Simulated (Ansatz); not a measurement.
Given:

NbTe2:
Space group C2/m (No. 12); a = 14.344 Å, b = 3.585 Å, c = 9.193 Å, α = γ = 90.00°, β = 109.79°

| atom | site | symmetry | x | y | z |
|---|---|---|---|---|---|
| Nb | 2a | 2/m | 0.0000 | 0.0000 | 0.0000 |
| Nb | 4i | m | 0.1367 | 0.5000 | 0.2877 |
| Te | 4i | m | 0.1512 | 0.5000 | 0.0077 |
| Te | 4i | m | 0.2974 | 0.0000 | 0.3810 |
| Te | 4i | m | 0.0003 | 0.0000 | 0.3101 |
(The calculation used a cell of 9 atoms; values per cell refer to that cell.)

This is the LDA-relaxed structure.

Q: All from LDA (plane waves, PAW; program Ansatz), unless another level is named. Estimate the electronic character.

A: metallic (no gap).

Q: Next, the formation energy from the elements (no fitted shifts)?

A: -47 kJ/mol of atoms.

Q: Next, the density of states at the Fermi level?

A: 0.39 states/eV per atom (mean over ±0.08 eV).

The workflow started from a Materials Project entry (that database holds measured and hypothetical structures alike); the Crystallography Open Database files this formula in space group No. 12, but the cells were not matched. Whether it is the stable phase at ambient conditions was not checked. The LDA relaxation kept the symmetry of its start; whether a distortion lowers the energy is not shown. No spin polarisation was allowed. A crystal of weakly bound layers computed without a dispersion correction: the cell and the soft elastic constants depend strongly on that. With an odd number of electrons in the cell and no spin polarisation, the count alone makes it a metal. The references are the lowest solids computed at this level, not always the standard phases. Scalar-relativistic: spin–orbit coupling is off unless named, which matters more the heavier the elements.

Potentials: the later of the program's two PAW sets.
